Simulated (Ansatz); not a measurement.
Consider the following.

TiO$_{2}$ (rutile)

```yaml
crystal:
  lattice:
    - [4.64343, 0.00000, 0.00000]
    - [0.00000, 4.64343, 0.00000]
    - [0.00000, 0.00000, 2.96381]
  atoms:
    - { symbol: Ti, position: [0.00000, 0.00000, 0.00000] }
    - { symbol: Ti, position: [0.50000, 0.50000, 0.50000] }
    - { symbol: O, position: [0.30513, 0.30513, 0.00000] }
    - { symbol: O, position: [0.80513, 0.19487, 0.50000] }
    - { symbol: O, position: [0.19487, 0.80513, 0.50000] }
    - { symbol: O, position: [0.69487, 0.69487, 0.00000] }
```

In each cell atom 2 (Ti, nearest neighbour O at 1.958 Å; its periodic images, 3.0 Å or more away, move with it) moves by s·(1.000, 0.000, 0.000) (along Cartesian x), the rest being held.

Level of theory: PBE (plane waves to 420 eV, PAW, scalar-relativistic; Ansatz, an electronic-structure program). k mesh 6×6×9 (Γ-centred), Fermi-Dirac smearing 0.05 eV. The energy includes the smearing's −TS. TiO2 is run without spin polarisation. TiO2 was relaxed with its symmetry unable to fall. The zero of ΔE is the undisplaced structure.

The scan covers s from -0.200 to 0.200 Å in 11 points.

### Question
Is this a single well or a double well?

### Answer
A single well with its minimum at or next to zero displacement.

### Question
Is the energy the same for equal positive and negative displacements?

### Answer
Even: the same for both signs. With its periodic images moving along, the atom's site symmetry in this cell is mmm.

### Question
What is the force constant k = d²E/ds² of this move at s = 0?

### Answer
14.6 eV/Å².

(A displaced cell: forces are minus the slopes of the energy, force constants its curvatures, and phonons follow from these.)
